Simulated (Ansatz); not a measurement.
HfO2:
Space group P2₁/c (No. 14); a = 5.114 Å, b = 5.182 Å, c = 5.296 Å, α = γ = 90.00°, β = 99.46°

| atom | site | symmetry | x | y | z |
|---|---|---|---|---|---|
| Hf | 4e | 1 | 0.2762 | 0.0419 | 0.2083 |
| O | 4e | 1 | 0.5520 | 0.2577 | 0.0215 |
| O | 4e | 1 | 0.0700 | 0.3338 | 0.3440 |

Relaxed with r²SCAN. DFT-r²SCAN in the program Ansatz with PAW potentials gives a gap of 4.60 eV.

Q: What gap does HSE06 give on the same cell (Ansatz, PAW)?

A: 5.69 eV, 1.09 eV more. The hybrid was solved on a coarser mesh and at special points; the gap given is the minimum over both.

```tsv
k	v1 r²SCAN	c1 r²SCAN	v1 HSE06	c1 HSE06
Γ	0.00	5.04	___	___
Z	-0.47	5.56	___	___
B	-0.50	5.27	-0.52	6.43
Y2	-0.09	4.59	-0.09	5.69
C2	-0.62	5.28	-0.66	6.40
D	-0.66	5.48	___	___
A	-0.51	4.90	-0.53	6.04
E	-0.74	5.09	___	___
```

Q: Top valence (v1) and lowest conduction level (c1) in eV from each method's valence maximum (which need not be a listed point): supply the withheld HSE06 values.

A: 
- Z, v1 HSE06: -0.50
- Z, c1 HSE06: 6.71
- Γ, v1 HSE06: 0.00
- Γ, c1 HSE06: 6.17
- D, v1 HSE06: -0.69
- D, c1 HSE06: 6.67
- E, v1 HSE06: -0.79
- E, c1 HSE06: 6.23

Cost on shared cores: the r²SCAN run (SCF on a 6×6×6 mesh, then bands and DOS) about 7 core-minutes (a rough figure), the HSE06 run (SCF on 3×3×3, then a few points) very roughly 5 core-minutes; the tasks are unlike.

Space group P2_1/c. The r²SCAN relaxation kept the symmetry of its start. The run is not spin-polarised. Scalar-relativistic: spin–orbit coupling is off unless named, which matters more the heavier the elements.

Potentials: the earlier of the program's two PAW sets.
